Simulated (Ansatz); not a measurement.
AlNi:
```cif
data_Al4Ni4
_chemical_formula_sum 'Al4 Ni4'
_space_group_name_H-M_alt 'Cmcm'
_space_group_IT_number 63
_space_group_name_Hall '-C 2c 2'
_cell_length_a 2.64996
_cell_length_b 9.28114
_cell_length_c 3.96614
_cell_angle_alpha 90.000
_cell_angle_beta 90.000
_cell_angle_gamma 90.000
loop_
_space_group_symop_operation_xyz
  'x, y, z'
  '-x, -y, -z'
  '-x, -y, z+1/2'
  'x, y, -z+1/2'
  'x, -y, -z'
  '-x, y, z'
  '-x, y, -z+1/2'
  'x, -y, z+1/2'
  'x+1/2, y+1/2, z'
  '-x+1/2, -y+1/2, -z'
  '-x+1/2, -y+1/2, z+1/2'
  'x+1/2, y+1/2, -z+1/2'
  'x+1/2, -y+1/2, -z'
  '-x+1/2, y+1/2, z'
  '-x+1/2, y+1/2, -z+1/2'
  'x+1/2, -y+1/2, z+1/2'
loop_
_atom_site_label
_atom_site_type_symbol
_atom_site_symmetry_multiplicity
_atom_site_Wyckoff_symbol
_atom_site_fract_x
_atom_site_fract_y
_atom_site_fract_z
_atom_site_occupancy
Al1 Al 4 c 0.00000 0.34550 0.25000 1
Ni1 Ni 4 c 0.00000 0.07885 0.25000 1
```
(The calculation used a cell of 4 atoms; values per cell refer to that cell.)

Relaxed at zero pressure with DFT-PBEsol in the program Ansatz with PAW potentials.

Task: The volume is raised by 3 % and shape and atoms relax at that volume. What pressure results, and how do the axes share the change?

Result: -4.3 GPa; a 1.2 %, b 0.9 %, c 0.8 %; the energy rises by 5 meV/atom.

Task: Give the new structure.

Result: 
Space group Cmcm (No. 63); a = 2.6822 Å, b = 9.3688 Å, c = 3.9983 Å, α = β = γ = 90.00°

```json
[
 {"atom": "Al", "site": "4c", "symmetry": "m2m", "x": "0.0000", "y": "0.3465", "z": "0.2500"},
 {"atom": "Ni", "site": "4c", "symmetry": "m2m", "x": "0.0000", "y": "0.0789", "z": "0.2500"}
]
```

The phase is kept; no other phase was compared at this pressure.

The start of the workflow was typed in or built on a structure type; neither database checked (COD, Materials Project) lists it. It is not the phase usual at ambient conditions (space group No. 221). The PBEsol relaxation kept the symmetry of its start; whether a distortion lowers the energy is not shown. The workflow began spin-polarised and lost its moments. Axis ratios of metals converge slowly with the k-mesh, so a and c are less sure than the volume.

Potentials: the later of the program's two PAW sets.
